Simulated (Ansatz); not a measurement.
Phonons of GaAs (zinc blende) at Γ, L = (0.5, 0.0, 0.0), X = (0.5, 0.5, 0.0).

GaAs (zinc blende)

```
GaAs
1.0
    0.00000     2.87279     2.87279
    2.87279     0.00000     2.87279
    2.87279     2.87279     0.00000
As Ga
1 1
Direct
  0.75000   0.75000   0.75000
  0.00000   0.00000   0.00000
```

Method: PBE (plane waves to 420 eV, PAW, scalar-relativistic; Ansatz, a program for electronic structure). DFPT wavenumbers on a 10×10×10 k mesh, in cm⁻¹; i marks imaginary ones, q is in fractions of the reciprocal vectors of the cell shown, and the three acoustic modes at Γ are left out. The non-analytic (LO-TO) term is not included, so polar modes at Γ have their transverse values. GaAs was relaxed with its symmetry unable to fall.

```tsv
q	wavenumbers (cm⁻¹)
Γ	251 (×3)
L = (0.5, 0.0, 0.0)	60 (×2), 197, 220, 243 (×2)
X = (0.5, 0.5, 0.0)	75 (×2), 207, 223, 234 (×2)
```

The structure shows no imaginary mode at these points (lowest 60 cm⁻¹ at L = (0.5, 0.0, 0.0)); other wave vectors were not tested.

Highest mode: 251 cm⁻¹ at Γ.
